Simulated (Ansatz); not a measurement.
MoS$_{2}$:
Space group P-6m2 (No. 187); a = b = 3.174 Å, c = 19.310 Å, α = β = 90.00°, γ = 120.00°

```tsv
atom	site	symmetry	x	y	z
Mo	1e	-6m2	0.6667	0.3333	0.0000
Mo	2h	3m.	0.3333	0.6667	0.3233
S	2h	3m.	0.3333	0.6667	0.0804
S	2i	3m.	0.6667	0.3333	0.2428
S	2i	3m.	0.6667	0.3333	0.4038
```

Relaxed with r²SCAN+D4. 

**Question.** HSE06 on this cell (Ansatz, a quantum-chemistry and plane-wave program, PAW) gives a gap of 1.54 eV. What does r²SCAN+D4 give?

**Answer.** 1.13 eV.

Cost on shared cores: the r²SCAN+D4 run (SCF on a 10×10×2 mesh, then bands and DOS) very roughly 120 core-seconds, the HSE06 run (SCF on 6×6×1, then a few points) about 120 core-seconds (a rough figure); the tasks are unlike.

The first step of the workflow began from a Materials Project structure, measured or hypothetical; the Crystallography Open Database copy checked does not list it. It is not the phase usual at ambient conditions (space group No. 160, 194). The r²SCAN+D4 relaxation kept the symmetry of its start; whether a distortion lowers the energy is not shown. No spin polarisation was allowed. Spin–orbit coupling is left out wherever it is not named.

Potentials: the earlier of the program's two PAW sets.

Ansatz is a plane-wave DFT program.
